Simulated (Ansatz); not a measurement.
The calculation used DFT PBE, scalar-relativistic, plane waves, PAW, and for the lanthanide a 4f-in-core norm-conserving potential, in Ansatz. Settings: cutoff 690 eV, Γ-centred meshes spaced at most about 0.3 Å⁻¹, and about 0.25 Å⁻¹ or finer for metals (2π included), Gaussian smearing. No spin polarisation in the final relaxations.

Temperature and zero-point effects are left out.

Two forms of SmBeB4 were relaxed alike.

1.

```cif
data_structure
_symmetry_space_group_name_H-M 'F-43m'
_symmetry_Int_Tables_number 216
_cell_length_a 6.4252
_cell_length_b 6.4252
_cell_length_c 6.4252
_cell_angle_alpha 90.000
_cell_angle_beta 90.000
_cell_angle_gamma 90.000
_cell_volume 265.26
loop_
_atom_site_label
_atom_site_type_symbol
_atom_site_symmetry_multiplicity
_atom_site_Wyckoff_symbol
_atom_site_fract_x
_atom_site_fract_y
_atom_site_fract_z
_atom_site_occupancy
Sm1 Sm 4 c 0.25000 0.25000 0.25000 1
Be1 Be 4 a 0.00000 0.00000 0.00000 1
B1 B 16 e 0.34758 0.15242 0.84758 1
```

2.

```cif
data_structure
_symmetry_space_group_name_H-M 'P4/mmm'
_symmetry_Int_Tables_number 123
_cell_length_a 3.4472
_cell_length_b 3.4472
_cell_length_c 5.9894
_cell_angle_alpha 90.000
_cell_angle_beta 90.000
_cell_angle_gamma 90.000
_cell_volume 71.17
loop_
_atom_site_label
_atom_site_type_symbol
_atom_site_symmetry_multiplicity
_atom_site_Wyckoff_symbol
_atom_site_fract_x
_atom_site_fract_y
_atom_site_fract_z
_atom_site_occupancy
Sm1 Sm 1 a 0.00000 0.00000 0.00000 1
Be1 Be 1 d 0.50000 0.50000 0.50000 1
B1 B 4 i 0.50000 0.00000 0.64330 1
```

Question: Which would you expect to be lower, and how large is the difference?

Answer: Cell 2 is lower, by 152 meV/atom. Cell 1 has space group F-43m (No. 216), 11.1 Å³/atom and no gap on its mesh; cell 2 has space group P4/mmm (No. 123), 11.9 Å³/atom and no gap. Counting B atoms around Be and Sm (those within 1.25 times the shortest such distance or 1.15 times the sum of covalent radii, 1.27 where that leaves under three; the shortest distance is added where it exceeds 1.18 times the sum of covalent radii), cell 1 has Sm 12, Be 12 from 2.6 Å and cell 2 has Sm 8, Be 8. Cell 1 holds B–B units of three or more atoms (shortest 1.77 Å); cell 2 holds B–B pairs (shortest 1.72 Å). The lower one is the more open, so pressure narrows the difference. Even the lower one lies +0.71 eV/atom against the reference forms of the elements (uncorrected), so neither is stable at this level. In cell 1, around Sm lie 12 B at 2.73 Å and 4 Be at 2.78 Å; around Be lie 12 B at 2.63 Å and 4 Sm at 2.78 Å; B has 3 B at 1.77 Å, 3 Be at 2.63 Å and 3 Sm at 2.73 Å. In cell 2, Sm is surrounded by 8 B at 2.75 Å; around Be lie 8 B at 1.93 Å; B is surrounded by 1 B at 1.72 Å, 2 Be at 1.93 Å, 4 B at 2.44 Å and 2 Sm at 2.75 Å. Both come from invented guesses. A third cell relaxed alike, in P6/mmm, lies 0.77 eV/atom below the lower of the two.

Cells relaxed within their symmetry can be saddle points.

The lanthanide is trivalent by construction, without f bands, f moments or other valences.
